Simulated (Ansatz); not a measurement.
BeTe:
Space group F-43m (No. 216); a = b = c = 5.6569 Å, α = β = γ = 90.00°

```csv
atom,site,symmetry,x,y,z
Be,4a,-43m,0.0000,0.0000,0.0000
Te,4d,-43m,0.7500,0.7500,0.7500
```
(The calculation used a cell of 2 atoms; values per cell refer to that cell.)

Relaxed with r²SCAN.

Give the optical modes at the zone centre with their infrared and Raman activity from DFPT, r²SCAN in the plane-wave PAW code Ansatz.

Transverse frequencies, without the LO–TO term; a row sums one degenerate level.

```json
[
 {"ω (cm⁻¹)": "455", "degeneracy": "3", "IR ((D/Å)²/amu)": "17.12", "Raman (Å⁴/amu)": "280", "activity": "IR+Raman", "symmetry": "T2"}
]
```

How high does the top mode go among those that the LO–TO term moves?

496 cm⁻¹ for q along x.

Symmetry was held in the r²SCAN relaxation. Spin–orbit coupling is left out wherever it is not named.

Potentials: the earlier of the program's two PAW sets. The files were generated under PBE; for other functionals the program regenerates the frozen cores, and for LDA and PBEsol the local potential too.
